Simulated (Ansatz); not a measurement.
**¹²³Sb NMR of the central transition in Sb2Se3**

Cell: a computed structure from the Materials Project (it need not be an observed phase).

Space group Pnma (No. 62); a = 13.0502, b = 3.9642, c = 14.3109 Å.

| site | Wyckoff | site symmetry | x | y | z |
| --- | --- | --- | --- | --- | --- |
| Sb1 | 4c | .m. | 0.8936 | 0.2500 | 0.7371 |
| Sb5 | 4c | .m. | 0.6543 | 0.2500 | 0.6148 |
| Se9 | 4c | .m. | 0.2144 | 0.2500 | 0.4322 |
| Se10 | 4c | .m. | 0.2053 | 0.2500 | 0.7079 |
| Se15 | 4c | .m. | 0.0402 | 0.2500 | 0.1472 |

One atom of each set is listed.

Computed with Ansatz: DFT, r2SCAN, plane waves and PAW, scalar-relativistic, 500 eV cutoff, Γ-centred 3×7×2 k-points, Fermi–Dirac smearing 0.02 eV.

¹²³Sb has I = 7/2 and Q = -692.0 mb (Pyykkö 2018); at 35.2 T its Larmor frequency is ν₀ = 195.5 MHz (from the bare nuclear moment; shielding lowers the observed one by a per cent or two). Only the quadrupole interaction is simulated: positions count from each site's isotropic chemical shift, and shift anisotropy, dipolar and J coupling are left out.

(1) Simulate the second-order pattern (static powder, Gaussian broadening 400 kHz) of site Sb5 (3 Se at 2.62–2.71 Å; also 2 Se at 3.25 Å).

## Answers

(1) The calculation gives C_Q = 306 MHz and η = 0.14, so ν_Q = 21.9 MHz and the centre of gravity lies at -6293 ppm (-1230 kHz).

offset (kHz), height and a bar:
```
  -5047.8          1 
  -4701.8         25 #######
  -4355.7         62 ###################
  -4009.7         77 #######################
  -3663.6        100 ##############################
  -3317.5         97 #############################
  -2971.5         74 ######################
  -2625.4         63 ###################
  -2279.4         58 #################
  -1933.3         54 ################
  -1587.2         52 ###############
  -1241.2         50 ###############
   -895.1         49 ###############
   -549.1         49 ##############
   -203.0         47 ##############
    143.1         41 ############
    489.1         40 ############
    835.2         44 #############
   1181.2         49 ###############
   1527.3         60 ##################
   1873.4         87 ##########################
   2219.4         87 ##########################
   2565.5         29 ########
   2911.5          1
```

The largest force is 0.4 eV/Å, so the atoms aren't at the calculated equilibrium and relaxing them would move these values. Without spin–orbit coupling (the program notes it for Sb) the gradients can shift somewhat, as the gap is small. With these PAW files V_zz is typically within 2 to 3 % of all-electron values, but misses above 10 % occur on Sb.
